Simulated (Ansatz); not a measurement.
Theory: Ansatz 0.2.0, DFT PBE, scalar-relativistic, plane waves, PAW. Settings: cutoff 420 eV, Γ-centred meshes spaced at most about 0.3 Å⁻¹, and about 0.25 Å⁻¹ or finer for metals (2π included), Gaussian smearing. No spin polarisation in the final relaxations.

These are static total energies at zero pressure. Lower structures may exist.

Task: Order these relaxed structures of YAl2N3 by energy, lowest first, with the energy over the lowest of them.
A.

```
CELL_PARAMETERS angstrom
5.18583 0.00000 0.00000
-2.59291 4.49106 0.00000
0.00000 0.00000 2.82060
ATOMIC_POSITIONS crystal
Y 0.00000 0.00000 0.00000
Al 0.33333 0.66667 0.50000
Al 0.66667 0.33333 0.50000
N 0.50000 0.00000 0.00000
N 0.00000 0.50000 0.00000
N 0.50000 0.50000 0.00000
```

B.

```
CELL_PARAMETERS angstrom
1.65632 -8.73778 0.00000
1.65632 8.73778 0.00000
0.00000 0.00000 5.26875
ATOMIC_POSITIONS crystal
Y 0.38184 0.61816 0.97020
Y 0.61816 0.38184 0.47020
Al 0.28318 0.71682 0.45673
Al 0.05405 0.94595 0.99608
Al 0.71682 0.28318 0.95673
Al 0.94595 0.05405 0.49608
N 0.74560 0.25440 0.30303
N 0.95514 0.04486 0.85598
N 0.60847 0.39153 0.91796
N 0.39153 0.60847 0.41796
N 0.25440 0.74560 0.80303
N 0.04486 0.95514 0.35598
```

C.

```
CELL_PARAMETERS angstrom
5.09117 -2.89000 0.00000
5.09117 2.89000 0.00000
0.00000 0.00000 5.15408
ATOMIC_POSITIONS crystal
Y 0.30774 0.69226 0.96486
Y 0.69226 0.30774 0.46486
Al 0.00999 0.34056 0.98966
Al 0.65944 0.99001 0.98966
Al 0.99001 0.65944 0.48966
Al 0.34056 0.00999 0.48966
N 0.05462 0.33167 0.35540
N 0.66833 0.94538 0.35540
N 0.94538 0.66833 0.85540
N 0.33167 0.05462 0.85540
N 0.29100 0.70900 0.43303
N 0.70900 0.29100 0.93303
```

Result: C (0 meV/atom), B (71 meV/atom), A (953 meV/atom). Forms: C Y and Al ordered on wurtzite sites, Cmc2_1; B Y and Al ordered on wurtzite sites, Cmc2_1; A P6/mmm. Counting N atoms around Al and Y (those within 1.25 times the shortest such distance or 1.15 times the sum of covalent radii; a plus sign parts nearer from farther groups): C has Y 4+1, Al 4; B has Y 4+1, Al 4; A has Y 6, Al 6.

The Cmc2_1 cell at 12.6 Å³/atom was relaxed from a Materials Project cell. Cells relaxed within their symmetry can be saddle points. The Cmc2_1 cell of YAl2N3 came from shaking the P6/mmm one. Some candidate types were left out of the draw beforehand, so a known form may be missing.
